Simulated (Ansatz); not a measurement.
YIr2: hydrostatic pressure series

Method: DFT r2SCAN, scalar-relativistic, plane waves, PAW in Ansatz 0.2.0. (500 eV cutoff, 8×8×8 k-mesh, Gaussian smearing of 0.10 eV, no spin polarisation)

Starting point, cell and atoms relaxed:

```xyz
6
Lattice="0.0000 3.7696 3.7696 3.7696 0.0000 3.7696 3.7696 3.7696 0.0000" Properties=species:S:1:pos:R:3 pbc="T T T"
Y     3.7696    3.7696    3.7696
Y     5.6544    5.6544    5.6544
Ir    0.9424    0.9424    0.9424
Ir    0.9424    2.8272    2.8272
Ir    2.8272    2.8272    0.9424
Ir    2.8272    0.9424    2.8272
```

Cell and atoms are relaxed at each pressure within the symmetry of the start, at zero temperature, so transitions that lower the symmetry aren't seen. The k-mesh given is that at zero pressure and may differ at others.

Spin–orbit coupling is left out, which can shift energies with elements as heavy as these.

(1) Give the structure at 8 GPa.

Results:

(1)
```xyz
6
Lattice="0.0000 3.7261 3.7261 3.7261 0.0000 3.7261 3.7261 3.7261 0.0000" Properties=species:S:1:pos:R:3 pbc="T T T"
Y     3.7261    3.7261    3.7261
Y     5.5891    5.5891    5.5891
Ir    0.9315    0.9315    0.9315
Ir    0.9315    2.7945    2.7945
Ir    2.7945    2.7945    0.9315
Ir    2.7945    0.9315    2.7945
```
It takes space group Fd-3m (No. 227, cubic). The conventional cell has a = 7.452 Å, b = 7.452 Å, c = 7.452 Å, α = 90.00°, β = 90.00°, γ = 90.00°. Around Y (site symmetry -43m) lie 12 Ir at 3.09 Å and 4 Y at 3.23 Å. Around Ir (site symmetry -3m) lie 6 Ir at 2.63 Å.

Cost: 7 runs of about 18 core-minutes in all, on Arm Neoverse N1 (shared hosts).